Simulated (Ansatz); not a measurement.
**Ba: what symmetry allows forces and stress to be**

```
CELL_PARAMETERS angstrom
3.67808 -2.60515 0.03592
3.67808 2.60515 0.03592
0.07190 0.00000 7.46226
ATOMIC_POSITIONS crystal
Ba 0.72691 0.27309 0.25000
Ba 0.27309 0.72691 0.75000
```

Theory: Ansatz 0.2.0, DFT PBEsol, scalar-relativistic, plane waves, PAW.

Cutoff 420 eV; k points 10×10×6 on the computed 2-atom cell (Γ-centred); Gaussian smearing, width 0.10 eV; no spin polarisation.

This distorted cell has space group C2/c, with 4 operations.

**Question.** Without a calculation: in which directions can each atom feel a force?

**Answer.** A force must be left unchanged by every operation that keeps its atom in place, so it lies in the space that those operations leave fixed. Atoms that the group maps onto each other feel forces of one size.
```json
{"atom": "Ba1", "site symmetry": "2", "operations at the site": "2", "equivalent to atom": "1", "allowed force (Cartesian)": "along (0.00, 1.00, 0.00)"}
{"atom": "Ba2", "site symmetry": "2", "operations at the site": "2", "equivalent to atom": "1", "allowed force (Cartesian)": "along (0.00, 1.00, 0.00)"}
```

That leaves 1 independent force component of 6. A relaxation in this cell that keeps the symmetry moves the atoms in these directions alone.

**Question.** And the stress tensor?

**Answer.** It must be invariant under the point group, which leaves 4 independent components: yz, xy vanish.

**Question.** Do the computed values obey this?

**Answer.** Yes. Forces (eV/Å):
```
Ba1  0.000 -0.141  0.000
Ba2  0.000  0.141  0.000
```

Stress (GPa, compression positive, xx yy zz yz xz xy): -1.31 -1.44 -1.48 0.00 -0.03 0.00. The program imposes the same operations on density, forces and stress, so this confirms the analysis and is no independent test of the calculation.